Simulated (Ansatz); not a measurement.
**MgAu3: do energies and stresses tell the same story?**

All numbers below come from DFT r2SCAN, scalar-relativistic, plane waves, PAW in Ansatz 0.2.0.

Plane waves to 500 eV, a k mesh through Γ of 10×10×10 on the computed 4-atom cell and Gaussian smearing (0.10 eV); no spin polarisation.

Relaxed cell: Pm-3m, a = 4.107 Å, b = 4.107 Å, c = 4.107 Å, α = 90.00°, β = 90.00°, γ = 90.00°, 4 atoms in the primitive cell. Whether it is the stable form of this composition wasn't checked.

Energies at zero smearing and pressures from the stress tensor, at volumes with shape and atoms relaxed:
```tsv
V (Å³/atom)	E − E(first) (meV/atom)	P (GPa)
16.274	0.00	9.18
16.793	-21.37	4.14
17.313	-27.92	-0.02
17.832	-22.11	-3.48
18.351	-6.05	-6.33
```

Problem. Check P = −dE/dV between neighbouring volumes, and get the bulk modulus from the pressures alone.

Solution. With 1 eV/Å³ = 160.2 GPa:
```
middle V (Å³/atom)  −ΔE/ΔV (GPa) mean P (GPa)
            16.534         6.592         6.661
            17.053         2.021         2.060
            17.572        -1.792        -1.753
            18.092        -4.957        -4.904
```

The two differ by 0.07 GPa at most. The mean of two end pressures misses the average over a step by about ΔV² P″/12, up to 0.08 GPa here; with that taken off 0.03 GPa remains. The stress is the derivative of the free energy, not of the energy at zero smearing, and with free energies 0.00 GPa remains. Around V = 17.313 Å³/atom, the two neighbours give B = −V ΔP/ΔV = 17.313 × 7.62 / 1.039 = 127.1 GPa, against B0 = 126.6 GPa from the Birch–Murnaghan fit of the energies.

Spin–orbit coupling is left out, which can shift energies with elements as heavy as these.

Cost: 6 runs of about 3.4 core-minutes in all, on Arm Neoverse V1 (shared hosts).